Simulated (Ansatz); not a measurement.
Starting cell, BP (zinc blende):

```yaml
crystal:
  lattice:
    - [0.00000, 2.26828, 2.26828]
    - [2.26828, 0.00000, 2.26828]
    - [2.26828, 2.26828, 0.00000]
  atoms:
    - { symbol: P, position: [0.75000, 0.75000, 0.75000] }
    - { symbol: B, position: [0.00000, 0.00000, 0.00000] }
```

A phonon eigenvector at Γ is frozen into this cell: atom i moves by Q times the vector below, so Q is the largest atomic displacement, in Å. The cell is held. It is one choice among 3 degenerate patterns.

| atom | x | y | z |
|---|---|---|---|
| P1 | 0.000 | 0.000 | -0.349 |
| B2 | 0.000 | 0.000 | 1.000 |

Level of theory: r2SCAN (plane waves to 500 eV, PAW, scalar-relativistic; Ansatz, an electronic-structure program). k mesh 12×12×12 (Γ-centred), Fermi-Dirac smearing 0.05 eV. Energies are smeared free energies. Stress and pressure are positive under compression. As the smearing reaches across the gap at some points, energies and forces of such displacements shift with the k mesh and the smearing. BP was relaxed with its symmetry unable to fall. The zero of ΔE is the undisplaced structure.

```json
[
 {"Q (Å)": "-0.280", "ΔE (eV/cell)": "1.268", "−dE/dQ from forces (eV/Å)": "8.130", "P (GPa)": "11.9"},
 {"Q (Å)": "-0.233", "ΔE (eV/cell)": "0.909", "−dE/dQ from forces (eV/Å)": "7.211", "P (GPa)": "8.4"},
 {"Q (Å)": "-0.187", "ΔE (eV/cell)": "0.598", "−dE/dQ from forces (eV/Å)": "6.102", "P (GPa)": "5.5"},
 {"Q (Å)": "-0.140", "ΔE (eV/cell)": "0.343", "−dE/dQ from forces (eV/Å)": "4.766", "P (GPa)": "3.1"},
 {"Q (Å)": "-0.093", "ΔE (eV/cell)": "0.155", "−dE/dQ from forces (eV/Å)": "3.286", "P (GPa)": "1.4"},
 {"Q (Å)": "-0.047", "ΔE (eV/cell)": "0.039", "−dE/dQ from forces (eV/Å)": "1.668", "P (GPa)": "0.4"},
 {"Q (Å)": "0.000", "ΔE (eV/cell)": "0.000", "−dE/dQ from forces (eV/Å)": "0.000", "P (GPa)": "0.0"},
 {"Q (Å)": "0.047", "ΔE (eV/cell)": "0.039", "−dE/dQ from forces (eV/Å)": "-1.668", "P (GPa)": "0.4"},
 {"Q (Å)": "0.093", "ΔE (eV/cell)": "0.155", "−dE/dQ from forces (eV/Å)": "-3.286", "P (GPa)": "1.4"},
 {"Q (Å)": "0.140", "ΔE (eV/cell)": "0.343", "−dE/dQ from forces (eV/Å)": "-4.766", "P (GPa)": "3.1"},
 {"Q (Å)": "0.187", "ΔE (eV/cell)": "0.598", "−dE/dQ from forces (eV/Å)": "-6.102", "P (GPa)": "5.5"},
 {"Q (Å)": "0.233", "ΔE (eV/cell)": "0.909", "−dE/dQ from forces (eV/Å)": "-7.211", "P (GPa)": "8.4"},
 {"Q (Å)": "0.280", "ΔE (eV/cell)": "1.268", "−dE/dQ from forces (eV/Å)": "-8.130", "P (GPa)": "11.9"}
]
```

Derived quantities:

The energy at Q = 0.280 Å is 1268 meV/cell. Space group of the distorted cell: Imm2 (No. 44), lowered from F-43m. Symmetry of the curve: even: the same for both signs. Shape of the curve: a single well with its minimum at or next to zero displacement. Harmonic wavenumber from the curvature (finite differences): 819 cm⁻¹. Wavenumber by perturbation theory (DFPT, on another k mesh): 818 cm⁻¹.

(A displaced cell: forces are minus the slopes of the energy, force constants its curvatures, and phonons follow from these.)
